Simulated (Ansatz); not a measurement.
TeO$_{2}$:
```cif
data_O8Te4
_chemical_formula_sum 'Te4 O8'
_space_group_name_H-M_alt 'Fm-3m'
_space_group_IT_number 225
_space_group_name_Hall '-F 4 2 3'
_cell_length_a 5.35094
_cell_length_b 5.35094
_cell_length_c 5.35094
_cell_angle_alpha 90.000
_cell_angle_beta 90.000
_cell_angle_gamma 90.000
loop_
_atom_site_label
_atom_site_type_symbol
_atom_site_symmetry_multiplicity
_atom_site_Wyckoff_symbol
_atom_site_fract_x
_atom_site_fract_y
_atom_site_fract_z
_atom_site_occupancy
Te1 Te 4 a 0.00000 0.00000 0.00000 1
O1 O 8 c 0.25000 0.25000 0.25000 1
```
(The calculation used a cell of 3 atoms; values per cell refer to that cell.)

Relaxed with PBE+D3(BJ). Plane-wave PAW PBE+D3(BJ) (Ansatz code) gives a gap of 0.82 eV.

Task: What gap does HSE06 give on the same cell (Ansatz, PAW)?

Result: 1.61 eV, 0.80 eV more. The hybrid was solved on a coarser mesh and at special points; its gap is the smallest among all of these.

```
k  v1 PBE+D3(BJ)  c1 PBE+D3(BJ)    v1 HSE06    c1 HSE06
-  -------------  -------------  ----------  ----------
Γ          -3.24           1.82  (withheld)  (withheld)
X          -1.35           1.18  (withheld)  (withheld)
L           0.00           4.03  (withheld)  (withheld)
W          -0.87           3.86       -0.91        4.90
K          -1.00           3.02  (withheld)  (withheld)
```

Task: Top valence (v1) and lowest conduction level (c1) in eV from each method's valence maximum (which need not be a listed point): supply the withheld HSE06 values.

Result: 
- L, v1 HSE06: 0.00
- L, c1 HSE06: 5.10
- Γ, v1 HSE06: -3.72
- Γ, c1 HSE06: 2.66
- K, v1 HSE06: -1.05
- K, c1 HSE06: 3.95
- X, v1 HSE06: -1.71
- X, c1 HSE06: 2.02

Cost on shared cores: the PBE+D3(BJ) run (SCF on a 9×9×9 mesh, then bands and DOS) around 7 core-seconds (rough), the HSE06 run (SCF on 7×7×7, then a few points) very roughly 70 core-seconds; the tasks are unlike.

The cell is a constructed one: a structure type filled with these elements; neither database checked (COD, Materials Project) lists it. COD files the formula under space group No. 19, 61, 92, 136, so this cell is another polymorph or a model. Its standing as an ambient phase is unchecked. The PBE+D3(BJ) relaxation kept the symmetry of its start; whether a distortion lowers the energy is not shown. Spin–orbit coupling is left out wherever it is not named.

Potentials: the later of the program's two PAW sets.
